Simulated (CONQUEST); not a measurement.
Set-up for a self-consistent single point of Ru (P6_3/mmc, 4 atoms in the cell; from Materials Project mp-33, changed as shown).

```
Ru
1.0
    2.65367     0.00000     0.00000
    0.00000     4.59630     0.00000
    0.00000     0.00000     4.18274
Ru
4
Cartesian
  0.00000   1.53210   1.04568
  1.32684   0.76605   3.13705
  1.32684   3.83025   1.04568
  0.00000   3.06420   3.13705
```

All values come from this method and carry its errors: PBE, numerical atomic orbitals double-zeta with polarisation (the shipped basis), PseudoDojo norm-conserving potentials made for PBE run with CONQUEST.

CONQUEST settings:

- basis: DZP
- Diag.MPMeshX, Y, Z: 10 6 6
- potentials: PseudoDojo norm-conserving PBE
- Grid.GridCutoff: 140 Ha
- DM.SolutionMethod: diagon
- Diag.kT: 0.003675 Ha
- Diag.GammaCentred: true
- minE.SCTolerance: 1.0e-06
- SC.MaxIters: 100
- SC.LinearMixingFactor: 0.5
- SC.KerkerPreCondition: true
- SC.KerkerFactor: 0.3 1/bohr
- AtomMove.TypeOfRun: static

Results:

| Quantity | Value |
|---|---|
| Number of valence electrons | 64 |
| Number of bands | 76 |
| Number of k-points after the program's reduction | 248 |
| Size of the basis | 76 |
| Number of SCF iterations | 9 |
| FFT grid | 32 × 48 × 48 |
| Free energy E − TS | -11000.5619 eV |
| Fermi level (on the code's own zero) | -6.26 eV |
| Pressure | 35.83 GPa |

Stress (GPa, positive for compression):
```
34.28   0.00   0.00
 0.00  35.26   0.00
 0.00   0.00  37.94
```

For comparison: a first run was changed to give this one (lattice scaled by 0.98), and from it to this one the free energy rises by 110 meV/atom and the pressure goes from 10.35 to 35.83 GPa.

The program uses no crystal symmetry, so grid and mesh can part values that symmetry would make equal. The atom-centred basis is finite, which shifts total energies and pressures against plane waves. The structure comes from a collection of computed structures, made at another level of theory; the collection holds predicted forms beside known ones. No clean gap shows at this smearing width and mesh (spacing up to 0.25 Å⁻¹); the mesh is coarse for partly filled bands, so the values carry mesh errors. At this pressure the cell is far from its equilibrium volume at this level.

Cost on one core: roughly 6 core-minutes.
